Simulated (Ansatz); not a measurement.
A distorted cell of AlCo (CsCl type):

```yaml
crystal:
  lattice:
    - [2.85208, 0.00000, 0.00000]
    - [0.00000, 2.85208, 0.00000]
    - [0.00000, 0.00000, 2.85208]
  atoms:
    - { symbol: Al, position: [0.01012, 0.01012, 0.01012] }
    - { symbol: Co, position: [0.50000, 0.50000, 0.50000] }
```

Calculation: PBE (plane waves to 420 eV, PAW, scalar-relativistic; Ansatz, a first-principles code). k mesh 13×13×13 (Γ-centred), Fermi-Dirac smearing 0.05 eV. The energy includes the smearing's −TS. Compression counts positive. With partly filled bands, energies and forces of such displacements shift with the k mesh and the smearing. AlCo is run without spin polarisation. AlCo was relaxed with its symmetry unable to fall.

Problem. What forces act on the atoms (eV/Å, Cartesian)?

Solution. 
```csv
atom,Fx,Fy,Fz
Al1,-0.210,-0.210,-0.210
Co2,0.210,0.210,0.210
```

Problem. In it atom 1 sits (0.029, 0.029, 0.029) Å away from its relaxed site. What is its energy relative to the relaxed cell?

Solution. 9 meV/cell.

(A displaced cell: forces are minus the slopes of the energy, force constants its curvatures, and phonons follow from these.)
